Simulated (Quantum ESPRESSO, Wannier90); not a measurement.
Fe3Ge (Fm-3m), plane waves to Wannier functions

```
begin unit_cell_cart
ang
    0.0000000000    2.8755850000    2.8755850000
    2.8755850000    0.0000000000    2.8755850000
    2.8755850000    2.8755850000    0.0000000000
end unit_cell_cart
begin atoms_frac
Fe   0.5000000000  0.5000000000  0.5000000000
Fe   0.2500000000  0.2500000000  0.2500000000
Fe  -0.2500000000 -0.2500000000 -0.2500000000
Ge   0.0000000000  0.0000000000  0.0000000000
end atoms_frac
```

Structure: Materials Project mp-20711, symmetrised, not relaxed again. Not found in the COD (Crystallography Open Database) copy used, which has the formula in other groups; not checked further. Computed values, not measurements, from PBEsol: Quantum ESPRESSO (norm-conserving PseudoDojo potentials, cutoff 72 Ry, spinors with spin-orbit coupling, ferromagnetic start along z) on a Γ-centred 4×4×4 mesh, then Wannier90. Density: 12×12×12 mesh, cold smearing 0.01 Ry. Only the ferromagnetic state was computed; other magnetic orders were not tried.

A tight-binding model is made by disentanglement and projection with no localisation steps (num_iter = 0), so the 62 orbitals stay atom-like: hydrogen-like Fe: s;p;d; Ge: s;p, axes along x, y, z; frozen window up to 3.00 eV relative to the Fermi level. It follows pw.x to 13 meV rms for states up to 1.0 eV relative to the Fermi level. Matrix elements depend on this choice of orbitals and windows.

Q: What are the on-site energies relative to the Fermi level, and how fast do the hoppings decay?

A: 
| atom | orbitals | energy (eV) |
|---|---|---|
| Fe1 | s↑ | 6.84 |
| Fe1 | s↓ | 7.58 |
| Fe1 | pz↑ px↑ py↑ | 11.74 |
| Fe1 | pz↓ px↓ py↓ | 11.96 |
| Fe1 | dz2↑ dx2-y2↑ | -2.88 |
| Fe1 | dz2↓ dx2-y2↓ | 0.24 |
| Fe1 | dxz↑ dyz↑ dxy↑ | -2.49 |
| Fe1 | dxz↓ dyz↓ dxy↓ | -0.25 |
| Fe2 | s↑ | 6.33 |
| Fe2 | s↓ | 6.78 |
| Fe2 | pz↑ px↑ py↑ | 11.39 |
| Fe2 | pz↓ px↓ py↓ | 11.70 |
| Fe2 | dz2↑ dx2-y2↑ | -2.02 |
| Fe2 | dz2↓ dx2-y2↓ | -0.06 |
| Fe2 | dxz↑ dyz↑ dxy↑ | -2.00 |
| Fe2 | dxz↓ dyz↓ dxy↓ | -0.35 |
| Fe3 | s↑ | 6.33 |
| Fe3 | s↓ | 6.78 |
| Fe3 | pz↑ px↑ py↑ | 11.39 |
| Fe3 | pz↓ px↓ py↓ | 11.70 |
| Fe3 | dz2↑ dx2-y2↑ | -2.02 |
| Fe3 | dz2↓ dx2-y2↓ | -0.06 |
| Fe3 | dxz↑ dyz↑ dxy↑ | -2.00 |
| Fe3 | dxz↓ dyz↓ dxy↓ | -0.35 |
| Ge4 | s↑ s↓ | -2.34 |
| Ge4 | pz↑ px↑ py↑ | 6.22 |
| Ge4 | pz↓ px↓ py↓ | 6.15 |

| distance of the centres (Å) | largest modulus (eV) |
|---|---|
| 2–3 | 2.3 |
| 4–5 | 0.39 |
| 5–6 | 0.18 |
